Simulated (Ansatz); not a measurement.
Ca:
```
CELL_PARAMETERS angstrom
      1.92613    -3.33692     0.00000
      1.92613     3.33692     0.00000
      0.00000     0.00000     6.34294
ATOMIC_POSITIONS crystal
  Ca 0.83340 0.16660 0.25000
  Ca 0.16660 0.83340 0.75000
```

Relaxed with PBEsol. Special points in fractions of this cell's reciprocal vectors: Γ (0.000, 0.000, 0.000); Y (-0.500, 0.500, 0.000); C0 (-0.333, 0.667, 0.000); Σ0 (0.333, 0.333, 0.000); Z (0.000, 0.000, 0.500); A0 (0.333, 0.333, 0.500); E0 (-0.333, 0.667, 0.500); T (-0.500, 0.500, 0.500); S (0.000, 0.500, 0.000); R (0.000, 0.500, 0.500).

List the band energies nearest the Fermi level at these points for PBEsol (plane waves, PAW; program Ansatz).

In eV from the Fermi level; about four levels below and three above (degenerate sets whole), none deeper than 8.9 eV; points with the same levels are listed once.

```csv
k,below,above
Γ,-4.16 -1.11 -0.23,2.26 2.30 2.30
Y,-1.15 -0.71,0.16 0.33 1.36
C0,-0.26 -0.26 -0.22,0.52 1.43 1.43
Z,-3.12 -3.12,1.36 1.36 2.29 2.29 2.30 2.30
A0,–,0.11 0.11 0.37 0.37
T,-0.74 -0.74,0.10 0.10 1.43 1.43
S,-1.15 -0.71,0.16 0.33 1.37
```

Space group P6_3/mmc (hcp (Mg type)). The first step of the workflow began from a Materials Project structure, measured or hypothetical; the Crystallography Open Database files this formula in space group No. 194, but the cells were not matched. It is not the phase usual at ambient conditions (space group No. 225). The cell was relaxed with PBEsol under the symmetry of its start; whether a distortion lowers the energy is not shown. Point labels and valley counts follow the cell and symmetry of the run, lower than the named group.

Potentials: the later of the program's two PAW sets.
